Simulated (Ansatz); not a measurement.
InGaSbAs:
```yaml
crystal:
  lattice:
    - [4.35751, 0.00000, 0.00000]
    - [0.00000, 4.39103, 0.00000]
    - [0.00000, 0.00000, 6.23149]
  atoms:
    - { symbol: In, position: [0.00000, 0.00000, 0.98287] }
    - { symbol: As, position: [0.00000, 0.50000, 0.73400] }
    - { symbol: Ga, position: [0.50000, 0.50000, 0.51610] }
    - { symbol: Sb, position: [0.50000, 0.00000, 0.27000] }
```

Relaxed with PBE. Special points in fractions of this cell's reciprocal vectors: Γ (0.000, 0.000, 0.000); X (0.500, 0.000, 0.000); S (0.500, 0.500, 0.000); Y (0.000, 0.500, 0.000); Z (0.000, 0.000, 0.500); U (0.500, 0.000, 0.500); R (0.500, 0.500, 0.500); T (0.000, 0.500, 0.500).

**Question.** List the band energies nearest the Fermi level at these points for PBE (plane waves, PAW; program Ansatz).

**Answer.** In eV from the Fermi level; about four levels below and three above (degenerate sets whole), none deeper than 8.9 eV; points with the same levels are listed once.

```
k                    below           above
-  -----------------------  --------------
Γ  -2.47 -0.76 -0.23 -0.16  0.04 1.25 1.59
X  -3.02 -2.86 -1.37 -1.10  1.95 2.03 4.24
S  -2.55 -2.54 -2.28 -2.26  1.14 1.20 1.43
Y  -3.13 -2.79 -1.80 -0.51  1.20 2.93 4.11
Z  -2.13 -1.87 -1.33 -0.92  1.23 1.63 2.36
U  -1.31 -1.16 -1.13 -1.05  0.20 0.48 3.85
R  -3.12 -3.02 -2.93 -2.89  3.43 3.49 3.94
T  -1.20 -1.14 -0.40 -0.16  1.01 3.62 3.95
```

Space group Pmm2. The start of the workflow was typed in or built on a structure type; neither database checked (COD, Materials Project) lists it. Whether it is the stable phase at ambient conditions was not checked. The cell was relaxed with PBE under the symmetry of its start; whether a distortion lowers the energy is not shown. The Fermi level of a semimetal is unsure by some 0.05 eV on such meshes. Scalar-relativistic: spin–orbit coupling is off unless named, which matters more the heavier the elements.

Potentials: the later of the program's two PAW sets.
